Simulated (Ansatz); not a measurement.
VPt (L1₀ or tetragonal B2, P4/mmm) under volume change, plane-wave PAW r²SCAN (Ansatz code), shape and atoms relaxed at each volume.

```tsv
V (Å³/atom)	E − E(relaxed) (meV/atom)	P (GPa)
12.741	111.3	30.94
13.161	46.5	18.81
13.582	11.0	8.60
14.002	0.0	0.00
14.422	9.8	-7.24
14.842	36.9	-13.32
15.262	78.8	-18.43
```

Q: What does a third-order Birch–Murnaghan fit give for V₀, B₀ and B′?

A: V₀ = 14.00 Å³/atom, B₀ = 262 GPa, B′ = 4.7.

The workflow started from an entry of the Crystallography Open Database (COD). Whether it is the stable phase at ambient conditions was not checked. The cell was relaxed with r²SCAN under the symmetry of its start; its stability against distortions is not shown here. The workflow began spin-polarised and lost its moments. Spin–orbit coupling is left out wherever it is not named.

Potentials: the later of the program's two PAW sets.
